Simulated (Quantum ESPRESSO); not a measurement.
# Band energies of AlSb

```
AlSb
1.0
    0.00000     3.07752     3.07752
    3.07752     0.00000     3.07752
    3.07752     3.07752     0.00000
Al Sb
1 1
Direct
  0.00000   0.00000   0.00000
  0.25000   0.25000   0.25000
```

PBE (stringent potentials; Quantum ESPRESSO, PseudoDojo norm-conserving, 100 Ry, no spin-orbit coupling); path ΓXWKΓLUWLK,UX; energies in eV from the valence-band maximum.

| k (1/Å) | point | band 9 | band 10 | band 11 | band 12 | band 13 | band 14 | band 15 | band 16 |
|---|---|---|---|---|---|---|---|---|---|
| 0.00 | Γ | -28.17 | -10.68 | 0.00 | 0.00 | 0.00 | 1.54 | 3.12 | 3.12 |
| 0.57 |  | -28.16 | -9.79 | -3.57 | -1.54 | -1.54 | 1.60 | 2.82 | 5.96 |
| 1.02 | X | -28.16 | -8.72 | -5.48 | -2.18 | -2.18 | 1.24 | 1.45 | 8.73 |
| 1.15 |  | -28.16 | -8.72 | -5.45 | -2.32 | -2.27 | 1.49 | 1.73 | 8.12 |
| 1.53 | W | -28.16 | -8.69 | -5.25 | -3.02 | -2.71 | 3.97 | 4.43 | 4.57 |
| 1.77 |  | -28.16 | -8.75 | -5.27 | -3.19 | -2.06 | 2.11 | 4.11 | 6.04 |
| 1.89 | K | -28.16 | -8.76 | -5.28 | -3.23 | -1.83 | 1.70 | 4.07 | 6.82 |
| 2.29 |  | -28.16 | -9.49 | -4.37 | -2.67 | -0.88 | 2.60 | 4.56 | 4.76 |
| 2.78 |  | -28.17 | -10.57 | -1.15 | -0.39 | -0.05 | 2.21 | 3.22 | 3.23 |
| 2.97 | Γ | -28.17 | -10.68 | 0.00 | 0.00 | 0.00 | 1.54 | 3.12 | 3.12 |
| 3.27 |  | -28.17 | -10.43 | -2.08 | -0.30 | -0.30 | 2.00 | 3.56 | 3.56 |
| 3.76 |  | -28.16 | -9.38 | -5.26 | -0.88 | -0.88 | 1.35 | 3.76 | 3.76 |
| 3.86 | L | -28.16 | -9.31 | -5.39 | -0.90 | -0.90 | 1.33 | 3.74 | 3.74 |
| 4.28 |  | -28.16 | -8.97 | -5.19 | -2.96 | -1.51 | 2.06 | 4.97 | 5.48 |
| 4.48 | U | -28.16 | -8.76 | -5.28 | -3.23 | -1.83 | 1.70 | 4.07 | 6.82 |
| 4.84 | W | -28.16 | -8.69 | -5.25 | -3.02 | -2.71 | 3.97 | 4.43 | 4.57 |
| 5.30 |  | -28.16 | -9.15 | -5.27 | -2.18 | -1.29 | 2.49 | 3.45 | 4.76 |
| 5.57 | L | -28.16 | -9.31 | -5.39 | -0.90 | -0.90 | 1.33 | 3.74 | 3.74 |
| 5.75 |  | -28.16 | -9.24 | -5.33 | -1.64 | -1.06 | 2.00 | 3.62 | 4.11 |
| 6.19 | K | -28.16 | -8.76 | -5.28 | -3.23 | -1.83 | 1.70 | 4.07 | 6.82 |
| 6.19 | U | -28.16 | -8.76 | -5.28 | -3.23 | -1.83 | 1.70 | 4.07 | 6.82 |
| 6.55 | X | -28.16 | -8.72 | -5.48 | -2.18 | -2.18 | 1.24 | 1.45 | 8.73 |

The PBE gap is indirect, 1.22 eV, from Γ to 89 % of the way from Γ to X; the smallest direct gap is 1.54 eV. Another conduction extremum on the path lies within 0.02 eV, too close to call.

Without spin-orbit coupling, band edges of such heavy elements can be off by tenths of an eV.

Geometry relaxed with PBEsol.
